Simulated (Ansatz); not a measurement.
One crystal and one scan (energy against volume) at two levels, PBE (plane waves to 420 eV, PAW, scalar-relativistic; Ansatz, a program for electronic structure) and r2SCAN (plane waves to 500 eV, PAW, scalar-relativistic; Ansatz), each from its own relaxed cell and on its own mesh. The cell shown is that of PBE.

CaB6 (space group Pm-3m)

```
CELL_PARAMETERS angstrom
      4.14779     0.00000     0.00000
      0.00000     4.14779     0.00000
      0.00000     0.00000     4.14779
ATOMIC_POSITIONS crystal
  Ca 0.00000 0.00000 0.00000
  B  0.20178 0.50000 0.50000
  B  0.79822 0.50000 0.50000
  B  0.50000 0.20178 0.50000
  B  0.50000 0.79822 0.50000
  B  0.50000 0.50000 0.20178
  B  0.50000 0.50000 0.79822
```

E(V) scan at fixed shape, V₀ the volume above. The atoms relax within the cell's symmetry.

Energies are smeared free energies. CaB6 was relaxed with its symmetry unable to fall. Percentages come from the unrounded values. Both scans cover V/V₀ from 0.840 to 1.160.

Results of PBE:

| Item | Result |
|---|---|
| Lattice constant a (Å) | 4.148 |
| Pressure at the smallest volume (GPa) | 35.3 |
| Energy cost of the largest compression (meV/atom) | 158 |
| Energy cost of the largest expansion (meV/atom) | 96 |
| Bulk modulus B₀ (third-order Birch-Murnaghan fit) (GPa) | 148.8 |
| Pressure for 5 % compression (fit) (GPa) | 8.4 |

Problem. Estimate the r2SCAN values.

Solution. 
| quantity | r2SCAN | PBE − r2SCAN |
|---|---|---|
| Lattice constant a (Å) | 4.137 | +0.011 (+0.3 %) |
| Pressure at the smallest volume (GPa) | 36.7 | -1.4 (-3.7 %) |
| Energy cost of the largest compression (meV/atom) | 162 | -4 (-3 %) |
| Energy cost of the largest expansion (meV/atom) | 99 | -3 (-3 %) |
| Bulk modulus B₀ (third-order Birch-Murnaghan fit) (GPa) | 154.4 | -5.6 (-3.7 %) |
| Pressure for 5 % compression (fit) (GPa) | 8.7 | -0.3 (-4 %) |

PBE gives the higher value for: lattice constant a. PBE gives the lower value for: pressure at the smallest volume; energy cost of the largest compression; energy cost of the largest expansion; bulk modulus B₀; pressure for 5 % compression. For the lattice constant a the reference is 4.1514 Å (measured, room temperature or unstated; as given in David J. Singh, Physical Review B (2010), arXiv:1009.1807): it holds thermal shifts, so no verdict is drawn. 

(Under strain, the slope of the energy per volume gives the stress and its curvature an elastic modulus.)
